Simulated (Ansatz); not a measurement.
Total density of states per atom from the program Ansatz at the r²SCAN level (PAW), in 0.25 eV bins, energy from the Fermi level:

(E (eV), states/eV/atom): (-7.85, 0.42); (-7.60, 0.45); (-7.35, 0.48); (-7.10, 0.52); (-6.85, 0.39); (-6.60, 0.25); (-6.35, 0.24); (-6.10, 0.25); (-5.85, 0.26); (-5.60, 0.34); (-5.35, 0.27); (-5.10, 0.20); (-4.85, 0.19); (-4.60, 0.20); (-4.35, 0.21); (-4.10, 0.24); (-3.85, 0.37); (-3.60, 0.44); (-3.35, 0.46); (-3.10, 0.44); (-2.85, 0.44); (-2.60, 0.46); (-2.35, 0.47); (-2.10, 0.52); (-1.85, 0.57); (-1.60, 0.65); (-1.35, 0.67); (-1.10, 0.58); (-0.85, 0.51); (-0.60, 0.48); (-0.35, 0.45); (-0.10, 0.44); (0.15, 0.44); (0.40, 0.44); (0.65, 0.45); (0.90, 0.46); (1.15, 0.49); (1.40, 0.43); (1.65, 0.43); (1.90, 0.47); (2.15, 0.49); (2.40, 0.49); (2.65, 0.52); (2.90, 0.57); (3.15, 0.54); (3.40, 0.56); (3.65, 0.62); (3.90, 0.65); (4.15, 0.74); (4.40, 0.83); (4.65, 0.77)

Pick the material that matches.
(A) Tl, hcp (Mg type)
(B) Yb, fcc (Cu type)
(C) Sn, β-Sn type
(D) Eu, bcc (W type)

C, Sn, β-Sn type. Within 0.5 eV of the Fermi level: Sn 5p 82 %, Sn 5s 15 %. Projections are on Löwdin-orthogonalised atomic valence shells; empty p or d shells of many metals are not among them.

Space group I4_1/amd (β-Sn type). Symmetry was held in the r²SCAN relaxation; of distortions, only those at the zone centre were tested. Spin–orbit coupling is left out wherever it is not named.

Potentials: the later of the program's two PAW sets.
